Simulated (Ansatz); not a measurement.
Ti3Al:
```cif
data_Al2Ti6
_chemical_formula_sum 'Al2 Ti6'
_space_group_name_H-M_alt 'P63/mmc'
_space_group_IT_number 194
_space_group_name_Hall '-P 6c 2c'
_cell_length_a 5.74752
_cell_length_b 5.74752
_cell_length_c 4.63002
_cell_angle_alpha 90.000
_cell_angle_beta 90.000
_cell_angle_gamma 120.000
loop_
_atom_site_label
_atom_site_type_symbol
_atom_site_symmetry_multiplicity
_atom_site_Wyckoff_symbol
_atom_site_fract_x
_atom_site_fract_y
_atom_site_fract_z
_atom_site_occupancy
Al1 Al 2 c 0.33333 0.66667 0.25000 1
Ti1 Ti 6 h 0.34032 0.17016 0.25000 1
```

Relaxed with r²SCAN.

Q: Decompose the optical modes at the zone centre into irreducible representations, and say which are infrared and Raman allowed.

A: Point group 6/mmm: Γ_opt = A1g + A2g + A2u + 2B1g + B1u + B2u + E1g + 2E1u + 3E2g + E2u. Infrared: A2u, E1u. Raman: A1g, E1g, E2g.

Q: Assign frequencies (DFPT, r²SCAN (plane waves, PAW; program Ansatz)).

A: E2g 153, E1g 165, E2g 175, B1g 183, A2g 190, E2u 225, E1u 264, A1g 271, B2u 283, B1u 285, B1g 302, A2u 306, E1u 308, E2g 318 cm⁻¹.

Subscripts of B labels follow the axes of the standard setting.

Space group P6_3/mmc. Symmetry was held in the r²SCAN relaxation. The run is not spin-polarised. As this level gives no gap, phonon frequencies hold no LO–TO term and depend on the k-mesh and smearing (Fermi–Dirac, 0.1 eV here).

Potentials: the later of the program's two PAW sets.
